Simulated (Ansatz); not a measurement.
Starting cell, SiO₂ (rutile):

```
SiO2
1.0
    4.23588     0.00000     0.00000
    0.00000     4.23588     0.00000
    0.00000     0.00000     2.68991
Si O
2 4
Direct
  0.50000   0.50000   0.50000
  0.00000   0.00000   0.00000
  0.80699   0.80699   0.50000
  0.30699   0.69301   0.00000
  0.69301   0.30699   0.00000
  0.19301   0.19301   0.50000
```

A phonon eigenvector at Γ is frozen into this cell: atom i moves by Q times the vector below, so Q is the largest atomic displacement, in Å. The cell is held.

```
atom      x      y       z
----  -----  -----  ------
Si1   0.000  0.000   0.495
Si2   0.000  0.000  -0.495
O3    0.000  0.000   1.000
O4    0.000  0.000  -1.000
O5    0.000  0.000  -1.000
O6    0.000  0.000   1.000
```

Method: PBE (plane waves to 420 eV, PAW, scalar-relativistic; Ansatz, a quantum-chemistry and plane-wave program). k mesh 8×8×12 (Γ-centred), Fermi-Dirac smearing 0.05 eV. The energy includes the smearing's −TS. SiO2 was relaxed with its symmetry unable to fall. The PAW data are Ansatz's earlier set. The zero of ΔE is the undisplaced structure.

**Question.** Estimate the ΔE (meV/cell) for Q (Å) = -0.180, -0.120, -0.060, -0.030, 0.060, 0.180.

**Answer.** 
```
Q (Å)   ΔE (meV/cell)
------  -------------
-0.180           2454
-0.120           1083
-0.060            269
-0.030             67
0.060             269
0.180            2454
```

(For displaced atoms, the force is minus the slope of the energy, and its curvature is a force constant, which sets phonon frequencies.)
